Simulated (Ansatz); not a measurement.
SnSe2:
```yaml
crystal:
  lattice:
    - [3.82179, 0.00000, 0.00000]
    - [-1.91090, 3.30977, 0.00000]
    - [0.00000, 0.00000, 33.00000]
  atoms:
    - { symbol: Se, position: [0.66667, 0.33333, 0.54775] }
    - { symbol: Sn, position: [0.00000, 0.00000, 0.50000] }
    - { symbol: Se, position: [0.33333, 0.66667, 0.45225] }
```
The layer is periodic in x and y and isolated along z.

In-plane strain on the r²SCAN+D4-relaxed layer, atoms relaxed; r²SCAN+D4 in the plane-wave PAW code Ansatz. Band edges on the k-mesh, from the upper vacuum level. Strained cells keep their symmetry and size, so buckling under compression is not allowed; words on stability below refer to the unstrained layer.

```
strain x / y (%)  ΔE (meV/atom)  tension xx (N/m)  tension yy (N/m)  thickness (Å)  VBM (eV)  CBM (eV)
----------------  -------------  ----------------  ----------------  -------------  --------  --------
-4 / -4                    40.5             -4.24             -4.24           3.25     -5.88     -4.96
-2 / -2                     9.6             -1.91             -1.91           3.20     -6.14     -5.09
-1 / 0                      0.9             -0.72             -0.16           3.16     -6.27     -5.21
0 / 0                       0.0              0.01              0.01           3.15     -6.35     -5.21
1 / 0                       0.9              0.67              0.17           3.14     -6.38     -5.29
2 / 2                       8.7              1.57              1.57           3.10     -6.51     -5.32
4 / 4                      32.9              2.84              2.84           3.05     -6.66     -5.41
```

Space group P-3m1 (1T). A layer that has been made, often on a substrate. Symmetry was held in the r²SCAN+D4 relaxation; its stability against distortions is not shown here. Spin–orbit coupling is left out wherever it is not named.

Potentials: the later of the program's two PAW sets.

Edges and masses are those of Kohn–Sham bands, whose gap is no quasiparticle gap.
